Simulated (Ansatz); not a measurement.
# Defects and dopants in YbB2Ru3

Calculated with the plane-wave PAW code Ansatz (scalar-relativistic, PAW set soft_2), not measured. The host crystal, relaxed (Kohn–Sham gap 0.00 eV):

```
CELL_PARAMETERS angstrom
5.45957 0.00000 0.00000
-2.72978 4.72812 0.00000
0.00000 0.00000 2.96246
ATOMIC_POSITIONS crystal
Yb 0.00000 0.00000 0.00000
B 0.33333 0.66667 0.00000
B 0.66667 0.33333 0.00000
Ru 0.50000 0.00000 0.50000
Ru 0.50000 0.50000 0.50000
Ru 0.00000 0.50000 0.50000
```

Atoms are relaxed in small periodic supercells at the host's cell. Formation energies are those of the neutral defect, with atoms from and to the elements' standard states and no corrections; they are left out where an element with a U changes, an open 4f shell is known to end too high at times, atoms moved far or the cell holds a carrier in a band. Distances are those to the atoms of the nearest element, out to 1.25 times the shortest (mean and range); atoms of other elements can lie among them. They are left out where the atom moved off its site or the cell is too small to hold the shell. Moments under 0.05 μB aren't shown.

```
         defect  method  host atoms  formation energy (eV)  nearest element, host → defect (Å)  notes
 H interstitial  PBEsol          18                  -0.27                   2 Ru: 1.81 → 1.72    b c
 F interstitial  PBEsol          18                  -0.70                                   –    b c
Lu on a Yb site  PBEsol          18                  -0.61                   2 Yb: 2.96 → 2.98      a
      B vacancy  PBEsol          18                   2.51                   6 Ru: 2.16 → 2.18      a
```

Notes: a, atoms kept the symmetry of the start, so a distorted state could lie lower; b, one start alone; c, one start site alone, and another structure may lie lower.

Among the PBEsol rows the formation energy rises in the order F interstitial (-0.70), Lu on a Yb site (-0.61), H interstitial (-0.27), B vacancy (2.51).

Caveats: 4f shell without a U, which puts 4f levels too near the Fermi level; small cells.
